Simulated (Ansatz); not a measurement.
Ge (diamond)

```
Ge
1.0
    0.00000     2.88084     2.88084
    2.88084     0.00000     2.88084
    2.88084     2.88084     0.00000
Ge
2
Direct
  0.50000   0.50000   0.50000
  0.75000   0.75000   0.75000
```

Scan: atom 2 (Ge, nearest neighbour Ge at 2.495 Å; its periodic images, 4.1 Å or more away, move with it) is displaced along Cartesian z, direction (0.000, 0.000, 1.000) in Cartesian axes, by s. The other atoms stay.

Method: PBE (plane waves to 420 eV, PAW, scalar-relativistic; Ansatz, a first-principles code). k mesh 11×11×11 (Γ-centred), Fermi-Dirac smearing 0.05 eV. With partly filled bands, energies and forces of such displacements shift with the k mesh and the smearing. F∥ is the force on the atom along that direction. Ge was relaxed with its symmetry unable to fall. 

```csv
s (Å),F∥ (eV/Å)
-0.750,4.217
-0.600,4.105
-0.450,3.616
-0.300,2.719
-0.150,1.466
0.000,0.000
0.150,-1.466
0.300,-2.719
0.450,-3.616
0.600,-4.105
0.750,-4.217
```

### Question
What is the force constant k = d²E/ds² of this move at s = 0?

### Answer
10.0 eV/Å². The forces along the line at the two nearest points give (1.466 − (-1.466)) / (2·0.150) = 9.77 eV/Å²; the next pair corrects for the finite step.

### Question
With two atoms in the cell this is the zone-centre optical mode. What wavenumber follows?

### Answer
274 cm⁻¹. Reduced mass μ = 36.31 u; ν̃ = 521.5·√(k/μ) with k = 10.01 eV/Å².

(A displaced cell: forces are minus the slopes of the energy, force constants its curvatures, and phonons follow from these.)
